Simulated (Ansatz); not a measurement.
NaCl:
```cif
data_Cl4Na4
_chemical_formula_sum 'Cl4 Na4'
_space_group_name_H-M_alt 'Fm-3m'
_space_group_IT_number 225
_space_group_name_Hall '-F 4 2 3'
_cell_length_a 5.69553
_cell_length_b 5.69553
_cell_length_c 5.69553
_cell_angle_alpha 90.000
_cell_angle_beta 90.000
_cell_angle_gamma 90.000
loop_
_atom_site_label
_atom_site_type_symbol
_atom_site_symmetry_multiplicity
_atom_site_Wyckoff_symbol
_atom_site_fract_x
_atom_site_fract_y
_atom_site_fract_z
_atom_site_occupancy
Cl1 Cl 4 a 0.00000 0.00000 0.00000 1
Na1 Na 4 b 0.50000 0.50000 0.50000 1
```
(The calculation used a cell of 2 atoms; values per cell refer to that cell.)

Relaxed with PBE. Independent-particle spectrum: no excitons, no local fields, no scissors shift; 0.1 eV broadening; ε₁ of the summed bands alone.

Q: Tabulate the dielectric function from PBE (plane waves, PAW; program Ansatz).

A: 

```tsv
E (eV)	ε₁ xx	ε₂ xx
0.0	2.67	0.00
0.3	2.67	0.00
0.6	2.67	0.00
0.9	2.68	0.00
1.2	2.70	0.00
1.5	2.71	0.00
1.8	2.74	0.00
2.1	2.76	0.00
2.4	2.79	0.00
2.7	2.83	0.00
3.0	2.88	0.00
3.3	2.93	0.00
3.6	3.00	0.00
3.9	3.08	0.00
4.2	3.17	0.00
4.5	3.31	0.00
4.8	3.51	0.00
5.1	3.84	0.26
5.4	3.83	0.52
5.7	3.85	0.67
6.0	3.90	0.79
6.3	3.99	0.91
6.6	4.13	1.05
6.9	4.36	1.25
7.2	4.71	1.61
7.5	4.69	2.75
7.8	4.19	2.76
8.1	4.22	3.74
8.4	3.27	3.87
8.7	3.00	4.01
9.0	2.15	3.77
9.3	2.05	3.43
9.6	2.33	3.71
9.9	2.12	3.76
10.2	1.24	4.05
10.5	1.42	4.02
10.8	0.19	4.83
11.1	-0.05	3.40
11.4	-0.83	3.94
11.7	-1.06	2.72
12.0	-0.84	2.35
```

Q: From ε at 5.9 eV (xx: 3.88 + 0.75i), find n, k, the normal reflectivity and the absorption coefficient.

A: n = 1.98, k = 0.190, R = 11 %, α = 2kE/ħc = 110000 cm⁻¹.

With all bands, ε∞ without local fields is 2.72. DFPT, with local fields, gives 2.48.

The cell was relaxed with PBE under the symmetry of its start; phonons on a q-mesh show no instability.

Potentials: the later of the program's two PAW sets.
